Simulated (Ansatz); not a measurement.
Property card for ZnO

ZnO:
```xyz
8
Lattice="3.2261 0.0000 0.0000 -1.6131 2.7939 0.0000 0.0000 0.0000 10.4734" Properties=species:S:1:pos:R:3 pbc="T T T"
Zn     0.0000     0.0000     0.0079
Zn     0.0000     0.0000     5.2446
Zn     1.6131     0.9313     7.8610
Zn     0.0000     1.8626     2.6244
O      0.0000     0.0000     8.5046
O      0.0000     0.0000     3.2679
O      1.6131     0.9313     5.8889
O      0.0000     1.8626     0.6522
```

Space group P6_3mc (No. 186); conventional cell a = 3.2261 Å, b = 3.2261 Å, c = 10.4734 Å, α = 90.00°, β = 90.00°, γ = 120.00°.

Method: plane-wave PAW r²SCAN (Ansatz code). Geometry: relaxed at this level of theory. Other levels are named where they apply.

Cell and energy:

Volume per atom: 11.80 Å³
Density: 5.73 g/cm³
Formation energy from the elements (no fitted shifts): -1.61 eV/atom

Electronic structure:

- Band gap = 1.18 eV (direct)
- Valence-band maximum = at Γ
- Conduction-band minimum = at Γ
- Electron effective mass = 0.18 mₑ (isotropic)
- Hole effective mass, band 1 of 2 at the edge = 2.6 along x, 2.8 along z (mₑ)
- Hole effective mass, band 2 of 2 at the edge = 0.21 along x, 2.8 along z (mₑ)
- HSE06 gap on the r²SCAN cell = 2.46 eV

Mechanics:

- Bulk modulus (Birch–Murnaghan fit) = 150 GPa
- Pressure derivative B′ = 4.4
- Elastic constants (relaxed ions, GPa) = C11 = 210, C12 = 132, C13 = 109, C33 = 231, C44 = 36.5
- Mechanical stability = stable (all eigenvalues of C positive)
- Hill bulk and shear moduli = 150 and 41.6 GPa
- Young's modulus = 114 GPa
- Poisson's ratio = 0.37
- Debye temperature from the elastic constants = 398 K
- Piezoelectric stress constants (proper, relaxed ions, C/m²) = e15 = e24 = 0.49, e31 = e32 = 0.56, e33 = -1.11

Dielectric response:

Electronic dielectric constant ε∞ (DFPT): 4.43 (xx = yy), 4.46 (zz)
Static dielectric constant ε0 (ions relaxed, cell fixed): 9.05 (xx = yy), 9.43 (zz)
Born charges (a third of the trace): Zn +2.11, O -2.11 to -2.10 e
Largest static χ(2) component: 48 pm/V

Phonons:

Highest zone-centre frequency (without LO–TO term): 559 cm^-1
Zone-centre stability: no imaginary mode at Γ
Dynamical stability on the path: stable (no imaginary branch)
Zero-point energy: 59.2 meV/atom
Vibrational entropy at 300 K: 22.3 J/(K·mol of atoms)

Charges:

- Bader charges: Zn +1.28, O -1.28 e

The cell is a constructed one: a structure type filled with these elements. Its sites differ from those of the usual phase in this space group: another stacking or structure type. Symmetry was held in the r²SCAN relaxation. Signs of piezoelectric constants follow the polarity of the cell as given. The references are the lowest solids computed at this level, not always the standard phases (solids in place of the gases).

Potentials: the later of the program's two PAW sets.
